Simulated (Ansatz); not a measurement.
# WSe2: from a starting cell to a relaxed one

The start is a randomly generated symmetric cell of WSe2 (space group No. 137). Cell shape, volume and atoms are optimised at zero target pressure with r2SCAN (plane waves to 500 eV, PAW, scalar-relativistic; Ansatz, an electronic-structure program). The first steps use a coarse 4×4×6 k-mesh.

Starting cell:
```yaml
crystal:
  lattice:
    - [6.04406, 0.00000, 0.00000]
    - [0.00000, 6.04406, 0.00000]
    - [0.00000, 0.00000, 4.00508]
  atoms:
    - { symbol: Se, position: [0.50000, 0.00000, 0.60777] }
    - { symbol: Se, position: [0.50000, 0.00000, 0.10777] }
    - { symbol: Se, position: [0.00000, 0.50000, 0.89223] }
    - { symbol: Se, position: [0.00000, 0.50000, 0.39223] }
    - { symbol: W, position: [0.00000, 0.00000, 0.50000] }
    - { symbol: W, position: [0.50000, 0.50000, 0.00000] }
```

Q: Which atoms feel the largest initial force, and how large is it?

A: About 0.3 eV/Å, on Se1, Se2, Se3, Se4 (atoms numbered as listed).

Q: How much energy is released per atom?

A: About 3.68 eV/atom.

Q: How does the volume change?

A: -15.8 %, from 24.38 to 20.52 Å³/atom.

Q: How do the shortest distances between atoms change?

A: The closest pairs of elements (up to four, under 3.6 Å), start → end: Se–Se 2.00 → 3.14 Å; Se–W 3.05 → 2.64 Å.

Q: Is the relaxed structure metallic? Give its gap.

A: No gap (metallic).

The space group stays P4₂/nmc (No. 137) (the run could not lower it), with 6 atoms in the primitive magnetic cell. Final values are on a 11×11×8 k-mesh of the relaxed cell. The first round had no spin; a later round switched it on. Spin state reached: ferromagnetic (net 0.63 μB/atom); other spin orders were not run from this start.

The run could not lose the symmetry of its start: the end is stationary, and may be a saddle point rather than a minimum.

The relaxed structure here is a generated cell of WSe2: the first start was made by a random draw of sites in a space group, and the end was not matched to a known phase here, so it may be hypothetical. Known forms of WSe2 include space group No. 194.
